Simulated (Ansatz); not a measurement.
The relaxed structure here is a generated cell of Sb: the first start was made by placing the elements on the sites of a structure type, and the end was not matched to a known phase here, so it may be hypothetical. Known forms of Sb include space group No. 166.

The end point of a relaxation of Sb. Space group Pm-3m (No. 221), simple cubic type. All values below come from r2SCAN (plane waves to 500 eV, PAW, scalar-relativistic; Ansatz, a first-principles code).

Space group Pm-3m (No. 221); a = 3.084 Å, b = 3.084 Å, c = 3.084 Å, α = 90.00°, β = 90.00°, γ = 90.00°

```tsv
atom	site	symmetry	x	y	z
Sb	1a	m-3m	0.0000	0.0000	0.0000
```

For Sb, the volume per atom is 29.34 Å³, the density comes out as 6.89 g/cm³ and the band gap comes out as zero (metallic). The shortest distances comes out as Sb–Sb 3.08 Å and the k-mesh is 15×15×15.

Band energies at high-symmetry points (eV from the Fermi level; labels of this space group; no spin-orbit coupling), from −5 eV up to 4.9 eV:

```
point                 energies
-----  -----------------------
Γ               3.47 3.47 3.47
X                            –
M             -3.87 -3.87 2.42
R      -4.35 -1.85 -1.85 -1.85
```

No spin polarisation in the result. The relaxed primitive cell holds an odd number of electrons. A magnetic state may lie lower.

The run could not lose the symmetry of its start, so the end can be a saddle point.
